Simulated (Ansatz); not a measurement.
Input:

Starting cell, ZnCu (CsCl type):

```
ZnCu
1.0
    5.92765     0.00000     0.00000
    0.00000     2.96382     0.00000
    0.00000     0.00000     2.96382
Zn Cu
2 2
Direct
  0.00000   0.00000   0.00000
  0.50000   0.00000   0.00000
  0.25000   0.50000   0.50000
  0.75000   0.50000   0.50000
```

In each cell atom 3 (Cu, nearest neighbour Zn at 2.567 Å; its periodic images, 3.0 Å or more away, move with it) moves by s·(1.000, 0.000, 0.000) (along Cartesian x), the rest being held.

These are PBE (plane waves to 420 eV, PAW, scalar-relativistic; Ansatz, an electronic-structure program) values and carry that method's errors. k mesh 7×13×13 (Γ-centred), Fermi-Dirac smearing 0.05 eV. E stands for the smeared free energy. With partly filled bands, energies and forces of such displacements shift with the k mesh and the smearing. ZnCu is run without spin polarisation. ZnCu was relaxed with its symmetry unable to fall. The zero of ΔE is the undisplaced structure.

The scan covers s from -0.770 to 0.770 Å in 11 points.

Problem. Is this a single well or a double well?

Solution. A single well with its minimum at or next to zero displacement.

Problem. Is the energy the same for equal positive and negative displacements?

Solution. Even: the same for both signs. With its periodic images moving along, the atom's site symmetry in this cell is 4/mmm.

Problem. What force acts on the atom along the line at s = -0.770 Å?

Solution. 5.01 eV/Å.

Problem. What is the force constant k = d²E/ds² of this move at s = 0?

Solution. 4.75 eV/Å².

(A displaced cell: forces are minus the slopes of the energy, force constants its curvatures, and phonons follow from these.)
